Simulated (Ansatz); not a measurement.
RbBr:
```
CELL_PARAMETERS angstrom
      0.00000     3.50893     3.50893
      3.50893     0.00000     3.50893
      3.50893     3.50893     0.00000
ATOMIC_POSITIONS crystal
  Rb 0.00000 0.00000 0.00000
  Br 0.50000 0.50000 0.50000
```

Relaxed with PBE. Special points in fractions of this cell's reciprocal vectors: Γ (0.000, 0.000, 0.000); X (0.500, 0.000, 0.500); U (0.625, 0.250, 0.625); K (0.375, 0.375, 0.750); L (0.500, 0.500, 0.500); W (0.500, 0.250, 0.750).

Problem. List the band energies nearest the valence-band maximum at these points for PBE with spin–orbit coupling in the plane-wave PAW code Ansatz.

Solution. In eV from the valence-band maximum; about four levels below and three above (degenerate sets whole), none deeper than 8.9 eV; points with the same levels are listed once.

```
k                    below                          above
-  -----------------------  -----------------------------
Γ      0.00 0.00 0.00 0.00  4.03 4.03 7.09 7.09 7.09 7.09
X  -0.35 -0.35 -0.16 -0.16            5.51 5.51 6.71 6.71
U  -0.45 -0.45 -0.30 -0.30            6.17 6.17 7.62 7.62
L  -0.54 -0.54 -0.31 -0.31            6.47 6.47 7.30 7.30
W  -0.40 -0.40 -0.36 -0.36            6.83 6.83 6.86 6.86
```

Space group Fm-3m (rock salt). The PBE relaxation kept the symmetry of its start; phonons on a q-mesh show no instability.

Potentials: the later of the program's two PAW sets.
